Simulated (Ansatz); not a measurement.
Input file for Ansatz (a program for electronic structure):

Ansatz 0.2 input:
```yaml
crystal:
  lattice:
    - [2.7640127443, 0.0, 0.0]
    - [0.0, 2.7640127443, 0.0]
    - [0.0, 0.0, 3.8147307942]
  atoms:
    - { symbol: Ru, position: [0.0, 0.0, 0.0] }
    - { symbol: Mo, position: [0.5, 0.5, 0.5] }
kpoints:
  mp_grid: { grid: [11, 11, 8] }
  band_path:
    path:
      - [[0.0, 0.0, 0.0], [0.0, 0.5, 0.0], [0.5, 0.5, 0.0], [0.0, 0.0, 0.0], [0.0, 0.0, 0.5], [0.0, 0.5, 0.5], [0.5, 0.5, 0.5], [0.0, 0.0, 0.5]]  # Γ-X-M-Γ-Z-R-A-Z
      - [[0.0, 0.5, 0.0], [0.0, 0.5, 0.5]]  # X-R
      - [[0.5, 0.5, 0.0], [0.5, 0.5, 0.5]]  # M-A
    npoints: 8
hamiltonian:
  xc: r2scan
  pseudopotentials: { kind: paw }
magnetization: { noncollinear: true, spin_orbit: true }
scf:
  n_extra_bands: 12
  convergence: { dr2_threshold: 0.0000000001 }
  occupations: { method: gaussian, width: 0.05 }
output: { eigenvalues: true }
```

Output (shortened):

```
Pseudopotential: Ru, paw_fr, valence charge 16
Pseudopotential: Mo, paw_fr, valence charge 14
Functional definition: r2SCAN
non-collinear run that drives no moment, with spin-orbit …
Crystal: 2 atoms, lattice volume = 29.144 Å³
Basis set: ecut = 500 eV, 709 PW (Γ), exchange–correlation on 96×96×120 points (64 copies of the dense FFT grid, shifted against one another)
Bands: 42, of which v1, the nominal top of the filled ones, is band 30 counted from 1 (29 counted from 0)
Symmetry: 16 space group operations + 16 with time reversal
k-points: 105 of 968
Projection manifold: j_resolved (fully-relativistic pseudo-atomic orbitals)
SCF iter   1: F=—  HF=-10846.813905 eV  |F-HF|=—  |Δ(HF+E_count)|=         —  Δρ=1.07e-1  dr2=3.32e0  dr2_τ=2.89e-2  dr2_m=0.00e0 (ungated)  ethr=3.10e-3  |M|=0.00e0 ∫|m|=0.00e0 μB  |m|>n=0.0e0 m-floor=0.0e0 τ_xc=0.0e0  β_m=0.30  ⟨swp⟩=7.1  Hψ=10378  notcnv=0  defer=72
preconditioner: auto → none
SCF iter   2: F=—  HF=-10846.162947 eV  |F-HF|=—  |Δ(HF+E_count)|=   6.51e-1  Δρ=7.35e-2  dr2=1.58e0  dr2_τ=1.25e-2  dr2_m=0.00e0 (ungated)  ethr=3.10e-3  |M|=0.00e0 ∫|m|=0.00e0 μB  |m|>n=0.0e0 m-floor=0.0e0 τ_xc=0.0e0  β_m=0.61  ⟨swp⟩=2.9  Hψ=3998  notcnv=0  defer=482
SCF iter   3: F=—  HF=-10846.142065 eV  |F-HF|=—  |Δ(HF+E_count)|=   2.09e-2  Δρ=6.29e-2  dr2=2.28e0  dr2_τ=3.79e-2  dr2_m=0.00e0 (ungated)  ethr=3.10e-3  |M|=0.00e0 ∫|m|=0.00e0 μB  |m|>n=0.0e0 m-floor=0.0e0 τ_xc=0.0e0  β_m=0.39  ⟨swp⟩=2.6  Hψ=3893  notcnv=0  defer=482
SCF iter   4: F=—  HF=-10845.906882 eV  |F-HF|=—  |Δ(HF+E_count)|=   2.35e-1  Δρ=1.50e-2  dr2=4.91e-2  dr2_τ=8.40e-4  dr2_m=0.00e0 (ungated)  ethr=3.10e-3  |M|=0.00e0 ∫|m|=0.00e0 μB  |m|>n=0.0e0 m-floor=0.0e0 τ_xc=0.0e0  β_m=0.53  ⟨swp⟩=2.0  Hψ=2969  notcnv=0  defer=496
SCF iter   5: F=—  HF=-10845.930421 eV  |F-HF|=—  |Δ(HF+E_count)|=   2.35e-2  Δρ=9.10e-3  dr2=2.83e-2  dr2_τ=5.53e-4  dr2_m=0.00e0 (ungated)  ethr=1.64e-4  |M|=0.00e0 ∫|m|=0.00e0 μB  |m|>n=0.0e0 m-floor=0.0e0 τ_xc=0.0e0  β_m=0.51  ⟨swp⟩=2.2  Hψ=3565  notcnv=0  defer=492
SCF iter   6: F=—  HF=-10845.925607 eV  |F-HF|=—  |Δ(HF+E_count)|=   4.81e-3  Δρ=9.65e-4  dr2=1.45e-4  dr2_τ=5.23e-6  dr2_m=0.00e0 (ungated)  ethr=9.44e-5  |M|=0.00e0 ∫|m|=0.00e0 μB  |m|>n=0.0e0 m-floor=0.0e0 τ_xc=0.0e0  β_m=0.54  ⟨swp⟩=2.0  Hψ=3037  notcnv=0  defer=492
SCF iter   7: F=—  HF=-10845.925659 eV  |F-HF|=—  |Δ(HF+E_count)|=   5.20e-5  Δρ=4.29e-4  dr2=2.01e-5  dr2_τ=9.13e-7  dr2_m=0.00e0 (ungated)  ethr=4.82e-7  |M|=0.00e0 ∫|m|=0.00e0 μB  |m|>n=0.0e0 m-floor=0.0e0 τ_xc=0.0e0  β_m=0.75  ⟨swp⟩=2.5  Hψ=3197  notcnv=0  defer=492
SCF iter   8: F=—  HF=-10845.925667 eV  |F-HF|=—  |Δ(HF+E_count)|=   7.88e-6  Δρ=6.83e-5  dr2=8.20e-7  dr2_τ=2.27e-7  dr2_m=0.00e0 (ungated)  ethr=6.68e-8  |M|=0.00e0 ∫|m|=0.00e0 μB  |m|>n=0.0e0 m-floor=0.0e0 τ_xc=0.0e0  β_m=0.70  ⟨swp⟩=2.3  Hψ=3143  notcnv=0  defer=492
SCF iter  11: F=-10845.925666 eV  HF=-10845.925666 eV  |F-HF|=2.00e-11  |Δ(HF+E_count)|=  3.87e-10  Δρ=7.76e-7  dr2=6.29e-11  dr2_τ=1.52e-11  dr2_m=0.00e0 (ungated)  ethr=1.00e-12  |M|=0.00e0 ∫|m|=0.00e0 μB  |m|>n=0.0e0 m-floor=0.0e0 τ_xc=0.0e0  ⟨swp⟩=8.0  Hψ=9342  notcnv=0
SCF 1 converged in 11 iterations: F = -10845.925666 eV  dr2 = 6.29e-11
NSCF: frozen V_eff on 75 k-points
SCF converged after 11 iterations
Magnetization: |M| = 0.0000 μB,  M = (+0.0000, +0.0000, +0.0000) μB
Absolute magnetization: 0.0000 μB (∫|m|)
  site 0: m = (+0.0000, +0.0000, +0.0000) μB, |m| = 0.0000 μB  (R = 1.13 Å)
  site 1: m = (+0.0000, +0.0000, +0.0000) μB, |m| = 0.0000 μB  (R = 1.13 Å)
Free energy (F): -10845.925666 eV
Harris-Foulkes:  -10845.925666 eV  (|F-HF|=2.00e-11)
Internal energy: -10845.921932 eV  (E = F + TS)
E sigma→0 (E₀):  -10845.923799 eV
Entropy (-TS):   -0.003735 eV (-1.867 meV/atom)
Fermi energy:    21.898546 eV
--- Per-component energies (eV) ---
  E_band       = -138.698987
  E_kinetic    = 954.787800
  E_local      = -2080.079227  (includes V_loc(G=0)·N_el)
  E_nonlocal   = 484.722383
  E_hartree    = 681.278261
  E_xc         = -362.880040
  E_vxc        = -523.596878  (∫ρ·V_xc dr)
  E_paw        = -6683.501700  (= ΣΔE_a)
  E_vpaw       = -373.007407  (= ΣTr[D̂ρ^β])
  E_aug_tail   = 0.000094  (compensation charges beyond the density's cutoff)
  E_vtau       = 35.917509  (kinetic-family band-sum trace: ∫τ·v_τ [+ j·A + Jᵃ·Aᵃ] dr)
  E_ewald      = -3839.717131
  E_core_change = -0.532373  (= ΣΔE_core)
  E_smearing   = -0.003735  (= −TS)
  E_closure    = 0.000000  (closes the sum)
  Σ components = -10845.925666   (vs F -10845.925666, Δ=0.00e0)
  [band-id]    e_kinetic+e_local+e_nonlocal+2·e_hartree+e_vxc+e_vpaw+e_augmentation_tail+e_vtau = -138.699204   (vs E_band -138.698987, Δ=-2.17e-4)
--- Band table (eV; the first three rows and the last of 105) ---
  k-point 0: bands = ["-52.7511", "-52.7511", "-40.9530", "-40.9530", "-24.1604", "-24.1604", "-20.9101", "-20.9101", "-20.6892", "-20.6892", "-15.6950", "-15.6950", "-13.3167", "-13.3167", "-12.9983", "-12.9983", "14.2291", "14.2291", "15.8965", "15.8965", …
  k-point 1: bands = ["-52.7509", "-52.7509", "-40.9536", "-40.9536", "-24.1589", "-24.1589", "-20.9065", "-20.9065", "-20.6884", "-20.6884", "-15.7014", "-15.7014", "-13.3276", "-13.3276", "-13.0004", "-13.0004", "14.4680", "14.4680", "16.0424", "16.0424", …
  k-point 2: bands = ["-52.7504", "-52.7504", "-40.9551", "-40.9551", "-24.1553", "-24.1553", "-20.8975", "-20.8975", "-20.6863", "-20.6863", "-15.7169", "-15.7169", "-13.3537", "-13.3537", "-13.0053", "-13.0053", "15.1394", "15.1394", "16.4281", "16.4281", …
  k-point 104: bands = ["-52.6602", "-52.6602", "-40.7441", "-40.7441", "-24.3517", "-24.3517", "-21.1127", "-21.1127", "-20.9677", "-20.9677", "-16.1289", "-16.1289", "-13.8456", "-13.8456", "-13.5324", "-13.5324", "17.5277", "17.5277", "17.8017", "17.8017", …
```

Cost: around 80 core-seconds (rough) on shared cores.

Space group P4/mmm (L1₀ or tetragonal B2). The start of the workflow was typed in or built on a structure type; neither database checked (COD, Materials Project) lists it. Its standing as an ambient phase is unchecked. Symmetry was held in the r²SCAN relaxation; its stability against distortions is not shown here. No spin polarisation was allowed.

Potentials: the later of the program's two PAW sets.

Ansatz is a plane-wave DFT program.
